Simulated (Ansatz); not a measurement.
Si$_{2}$W in space group P6_222 (No. 180; Si on 6j, W on 3d), DFT-PBEsol in the program Ansatz with PAW potentials, all energies at zero smearing, with the estimated change up to a 700 eV cutoff added, with one set of potentials and settings (totals compare only within such a set). Cell of 9 atoms (6 Si, 3 W): -34502.091 eV.

| element | reference phase | E (eV/atom) |
|---|---|---|
| Si | Fd-3m, 2 atoms in the cell | -621.4920 |
| W | Im-3m, 1 atoms in the cell | -10256.5620 |

Formation energy per atom, worked out: (-34502.091 − 6×(-621.4920) − 3×(-10256.5620))/9 = -0.384 eV/atom (-37 kJ per mol of atoms), at 0 K, without zero-point energy or fitted corrections.

The first step of the workflow began from a Materials Project structure, measured or hypothetical; the Crystallography Open Database copy checked does not list it. It is not the phase usual at ambient conditions (space group No. 139). Symmetry was held in the PBEsol relaxation; of distortions, only those at the zone centre were tested. The run is not spin-polarised. The references are the lowest solids computed at this level, not always the standard phases. Spin–orbit coupling is left out wherever it is not named.

Potentials: the later of the program's two PAW sets.
